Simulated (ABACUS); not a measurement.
Energy against volume for SnPbSe2 (R-3m, 4 atoms in the cell; from Materials Project mp-1218938, lattice scaled a little): the cell is scaled uniformly, and the atoms keep their fractional positions.

```xyz
4
Lattice="2.1767 1.2567 7.1081 -2.1767 1.2567 7.1081 0.0000 -2.5135 7.1081" Properties=species:S:1:pos:R:3 pbc="T T T"
Sn     0.0000     0.0000    10.6622
Pb     0.0000     0.0000     0.0000
Se     0.0000     0.0000    16.0478
Se     0.0000     0.0000     5.2766
```

All values come from this method and carry its errors: PBEsol, numerical atomic orbitals DZP (confined pseudo-atomic orbitals with Gaussian additions; energy shift 0.01 Ry), PseudoDojo 0.4 standard norm-conserving PBEsol (tails mended) pseudopotentials (ABACUS).

Held fixed: basis = DZP numerical atomic orbitals, energy shift 0.01 Ry; KPT = Gamma 6 6 6 0 0 0; basis_type = lcao; ecutwfc = 100 Ry; smearing_method = fd; smearing_sigma = 0.00734986 Ry; potentials = PseudoDojo 0.4 standard norm-conserving PBEsol (tails mended); symmetry = 1; ks_solver = genelpa; scf_nmax = 100; scf_thr = 1.0e-06; mixing_type = broyden; mixing_beta = 0.4.

The atom-centred basis is finite, which shifts total energies and pressures against plane waves. The structure comes from a collection of computed structures, made at another level of theory; the collection holds predicted forms beside known ones. Its lattice was then scaled. No clean gap shows at this smearing width and mesh (spacing up to 0.28 Å⁻¹); the mesh is coarse for partly filled bands, so the values carry mesh errors. Semi-local functionals can close small gaps.

| V (Å³/atom) | V/V(base) | ΔF (meV/atom, from the lowest row) | pressure (GPa) |
|---|---|---|---|
| 27.417 | 0.940 | 0.0 | -0.69 |
| 28.000 | 0.960 | 4.7 | -1.89 |
| 28.584 | 0.980 | 13.6 | -2.96 |
| 28.875 | 0.990 | 19.5 | -3.46 |
| 29.167 | 1.000 | 26.2 | -3.94 |
| 29.459 | 1.010 | 33.7 | -4.38 |
| 29.750 | 1.020 | 42.1 | -4.80 |
| 30.334 | 1.040 | 61.1 | -5.58 |
| 30.917 | 1.060 | 82.6 | -6.27 |

The minimum lies outside the scanned range, at smaller volume.

The atomic orbitals were generated for these runs; they are not ABACUS's published sets and were checked against plane waves on a few crystals only.

“Tails mended”: in these copies of the files the far tail of each local potential was reset to the Coulomb form.
